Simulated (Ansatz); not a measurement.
Given:

Relaxed Si (diamond):

```yaml
crystal:
  lattice:
    - [0.00000, 5.44431, 5.44431]
    - [2.72216, 2.72216, 5.44431]
    - [2.72216, 2.72216, 0.00000]
  atoms:
    - { symbol: Si, position: [0.00000, 0.50000, 0.50000] }
    - { symbol: Si, position: [0.50000, 0.50000, 0.50000] }
    - { symbol: Si, position: [0.00000, 0.75000, 0.75000] }
    - { symbol: Si, position: [0.50000, 0.75000, 0.75000] }
```

The atoms are displaced by Q × the pattern below (from a DFPT mode at X = (0.5, 0.5, 0.0), largest move 1; Q in Å), at fixed cell. It is one choice among 2 degenerate patterns. (q is in reciprocal vectors of the primitive cell; the cell shown is doubled to hold the pattern.)

```json
[
 {"atom": "Si1", "x": "-0.129", "y": "0.992", "z": "0.000"},
 {"atom": "Si2", "x": "0.129", "y": "-0.992", "z": "0.000"},
 {"atom": "Si3", "x": "-0.992", "y": "0.129", "z": "0.000"},
 {"atom": "Si4", "x": "0.992", "y": "-0.129", "z": "0.000"}
]
```

These are r2SCAN (plane waves to 500 eV, PAW, scalar-relativistic; Ansatz, an electronic-structure program) values and carry that method's errors. k mesh 10×10×10 (Γ-centred), Fermi-Dirac smearing 0.05 eV. E stands for the smeared free energy. Si was relaxed with its symmetry unable to fall. The zero of ΔE is the undisplaced structure.

The scan covers Q from -0.100 to 0.100 Å in 13 points.

Problem. Which space group does the distorted structure have?

Solution. P222_1 (No. 17), lowered from Fd-3m.

Problem. What is the energy change at Q = 0.100 Å?

Solution. 441 meV/cell.

Problem. What harmonic wavenumber does the curvature at Q = 0 give?

Solution. 461 cm⁻¹.

(For displaced atoms, the force is minus the slope of the energy, and its curvature is a force constant, which sets phonon frequencies.)
